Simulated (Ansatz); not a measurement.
Problem. Ga (α-Ga, space group No. 64) is relaxed with LDA (plane waves, PAW; program Ansatz). What lattice parameters of the conventional cell result?

Solution. a = 4.423 Å, b = 7.493 Å, c = 4.434 Å.

Problem. Give the free coordinates with the occupied sites.

Solution. In one choice of origin and axes:

```json
[
 {"atom": "Ga", "site": "8f", "symmetry": "m..", "x": "0.0000", "y": "0.3441", "z": "0.4153"}
]
```

Space group Cmce (α-Ga). The cell was relaxed with LDA under the symmetry of its start; of distortions, only those at the zone centre were tested. Axis ratios of metals converge slowly with the k-mesh, so a and c are less sure than the volume.

Potentials: the later of the program's two PAW sets.
